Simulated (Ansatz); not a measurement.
Rh (hcp (Mg type), P6_3/mmc) at seven volumes, LDA (plane waves, PAW; program Ansatz), shape and atoms relaxed at each. One row is withheld.

```tsv
V (Å³/atom)	P (GPa)
12.076	37.69
12.474	22.82
12.872	?
13.270	0.04
13.668	-8.60
14.066	-15.77
14.465	-21.73
```

Problem. Fit the shown pressures and predict the withheld one.

Solution. Third-order Birch–Murnaghan: P = (3/2)B₀(x^(7/2) − x^(5/2))[1 + (3/4)(B′ − 4)(x − 1)] with x = (V₀/V)^(2/3). Least squares on the six rows gives V₀ = 13.272 Å³/atom, B₀ = 314.1 GPa, B′ = 5.08. At V = 12.872, x = 1.0206 and P = 10.39 GPa. The run itself gave 10.40 GPa.

The workflow started from a Materials Project entry (that database holds measured and hypothetical structures alike); the Crystallography Open Database copy checked does not list it. It is not the phase usual at ambient conditions (space group No. 225). The cell keeps a stress of up to 0.2 GPa. The LDA relaxation kept the symmetry of its start; its stability against distortions is not shown here. The run is not spin-polarised.

Potentials: the later of the program's two PAW sets.
